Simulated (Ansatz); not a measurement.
**NbB2 under pressure: fit and missing row**

NbB2, P6/mmm, a = 3.094 Å, c = 3.292 Å. The structure is a Materials Project entry; whether it is the stable form wasn't checked. Ansatz: PBEsol, PAW, 420 eV, Γ-centred 15×15×12 mesh on 3 atoms, Gaussian smearing 0.10 eV; no spin polarisation. Cell and atoms are relaxed at each pressure, and no other structure is tried, so the rows at high pressure may lie past a change of phase.

| V (Å³/atom) | P (GPa) |
| --- | --- |
| ? | 90.01 |
| 8.002 | 49.99 |
| 8.467 | 25.01 |
| 8.768 | 11.99 |
| 8.981 | 4.04 |
| 9.068 | 1.00 |
| 9.099 | 0.00 |
| 9.129 | -1.01 |

Problem. Take V0 = 9.099 Å³/atom, fit the third-order Birch–Murnaghan form to the other rows, and predict the missing volume.

Solution. With the Eulerian strain f = ½[(V0/V)^(2/3) − 1] and y = P/[3f(1 + 2f)^(5/2)], the form is the line y = B0 + 1.5 B0 (B0′ − 4) f. Rows (f, y): 0.04471, 300.9; 0.02458, 300.8; 0.01251, 300.3; 0.00437, 301.5; 0.00114, 290.7; -0.00110, 307.8. Means f = 0.01437, y = 300.33; Σ(Δf)² = 0.001543, ΣΔfΔy = 0.02229; the slope is their ratio. y = 300.1 + 14.45 f GPa, so B0 = 300.1 GPa and B0′ = 4 + 2 × (14.45)/(3 × 300.1) = 4.03. P = 90.01 GPa is met at f = 0.07137 (y = 301.13), so V = V0 (1 + 2f)^(−3/2) = 7.448 Å³/atom. The run gave 7.445 Å³/atom, so the fit is 0.003 Å³/atom too high, a small miss on the scale of the series. The form still works here, 78 % of the fitted range beyond its end.

The mesh isn't the same in all rows (15×15×12, 18×18×14).